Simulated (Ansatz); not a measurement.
## Kick test of a cell of SmNb

The cell was found from a structure generator's guess, not taken from experiment.

Method: Ansatz, DFT PBE, scalar-relativistic, plane waves, PAW, and for the lanthanide a 4f-in-core norm-conserving potential. Plane waves to 690 eV, a k mesh through Γ of 10×10×6 on the computed 4-atom cell and Gaussian smearing (0.10 eV); no spin polarisation.

The cell below (4 atoms, space group P4/nmm (No. 129)) is relaxed within its symmetry.

```cif
data_structure
_symmetry_space_group_name_H-M 'P 1'
_symmetry_Int_Tables_number 1
_cell_length_a 3.5170
_cell_length_b 3.5170
_cell_length_c 8.2498
_cell_angle_alpha 90.000
_cell_angle_beta 90.000
_cell_angle_gamma 90.000
_cell_volume 102.04
loop_
_atom_site_label
_atom_site_type_symbol
_atom_site_fract_x
_atom_site_fract_y
_atom_site_fract_z
_atom_site_occupancy
Sm1 Sm 0.50000 0.00000 0.82533 1
Sm2 Sm 0.00000 0.50000 0.17467 1
Nb1 Nb 0.50000 0.00000 0.42123 1
Nb2 Nb 0.00000 0.50000 0.57877 1
```

For the test a repeat of it with 8 atoms (edges 3.52, 7.03, 8.25 Å) was strained at random (σ = 1.5 % a component), the atoms were moved at random (σ = 0.10 Å), and all was relaxed again on a coarse 6×4×4 mesh (in the run’s order of axes) with 0.20 eV smearing, with no symmetry imposed.

Trial moments died out on the coarse mesh, so the last step has no spin; another magnetic start might hold.

Question: Does it come back?

Answer: It returns, within 1 meV/atom of the unmoved cell on that mesh and with the same symmetry when read at 0.1 Å. So it is stable against the distortions that fit this cell and that this random move excites. Modes that don't fit the cell aren't tested.

The lanthanide is trivalent by construction, without f bands, f moments or other valences.
